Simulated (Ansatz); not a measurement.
# Course of a relaxation: Sb2S

The cell of Sb2S is invented: random cell by space group and Wyckoff sites (P4/mmm, No. 123). The dimensions are guesses.

```
CELL_PARAMETERS angstrom
3.52590 0.00000 0.00000
0.00000 3.52590 0.00000
0.00000 0.00000 7.70868
ATOMIC_POSITIONS crystal
Sb 0.50000 0.50000 0.30018
Sb 0.50000 0.50000 0.69982
S 0.50000 0.50000 0.00000
```

Theory: Ansatz 0.2.0, DFT PBE, scalar-relativistic, plane waves, PAW. Cutoff 420 eV, Gaussian smearing, Γ-centred meshes. Cell and atoms relax first on a coarse mesh and then on a finer one. In between, the cell is made exact in the group found at 0.06 Å. In metals the finer mesh still leaves noise of several meV/atom or more. The steps can't lower the symmetry of their start. No spin polarisation.

Steps on the 6×6×2 mesh (3 atoms, 9 steps). The free energy counts from the last step; the plane-wave basis is renewed at times, which shifts energy and pressure.

| step | ΔF (meV/atom) | V (Å³/atom) | P (GPa) | largest force component (eV/Å) |
| --- | --- | --- | --- | --- |
| 1 | 319.0 | 31.94 | 2.48 | 1.046 |
| 2 | 188.3 | 31.46 | -0.71 | 0.388 |
| 3 | 72.3 | 28.96 | -0.49 | 0.657 |
| 4 | 28.3 | 26.28 | 0.58 | 0.890 |
| 5 | 101.4 | 24.96 | 7.15 | 1.038 |
| 6 | 2.2 | 26.76 | 0.55 | 0.085 |
| 7 | -0.2 | 27.13 | -0.24 | 0.029 |
| 8 | -0.4 | 27.05 | 0.00 | 0.003 |
| 9 | 0.0 | 27.05 | -0.01 | 0.004 |

The relaxed structure, after a last relaxation on the converged mesh:

```cif
data_structure
_symmetry_space_group_name_H-M 'P 1'
_symmetry_Int_Tables_number 1
_cell_length_a 3.0720
_cell_length_b 3.0720
_cell_length_c 8.4747
_cell_angle_alpha 90.000
_cell_angle_beta 90.000
_cell_angle_gamma 90.000
_cell_volume 79.97
loop_
_atom_site_label
_atom_site_type_symbol
_atom_site_fract_x
_atom_site_fract_y
_atom_site_fract_z
_atom_site_occupancy
Sb1 Sb 0.50000 0.50000 0.31466 1
Sb2 Sb 0.50000 0.50000 0.68534 1
S1 S 0.50000 0.50000 0.00000 1
```

The symmetry stays P4/mmm (No. 123). The volume per atom shrinks by 16.5 %, from 31.9 to 26.7 Å³. The shortest distance goes from 2.31 Å (Sb–S) to 2.67 Å (Sb–S). The ratio c/a of the conventional cell changes by a factor of 1.26. The energy falls by about 0.23 eV/atom (the start's value is from the coarse mesh). Sb is surrounded by 1 S at 2.67 Å and 5 Sb at 3.07–3.14 Å; S is surrounded by 2 Sb at 2.67 Å and 4 S at 3.07 Å.

```json
{
 "Volume per atom": "26.66 Å³",
 "Density": "5.72 g/cm³",
 "Formation energy": "+0.25 eV/atom",
 "Gap on the 14×14×6 mesh of the 3-atom cell": "0 eV (a metal)"
}
```

Energies over the elements count from the elements' standard structures at the same level, with no fitted energy shifts.

The last run used Gaussian smearing of 0.10 eV. These runs have no spin–orbit coupling, which can matter for Sb. The reference form of S is held partly by dispersion forces, which this level lacks. Symmetry constrained the relaxation, so the result can be a saddle point. In all, the 3 runs took 5.5 min on 1 thread of Intel(R) Xeon(R) Processor @ 2.50GHz (Skylake/Cascade Lake), with other jobs on the host. Another cell of Sb2S relaxed alike, in P4/nmm, lies 148 meV/atom lower, so this cell isn't the stable form at this level.
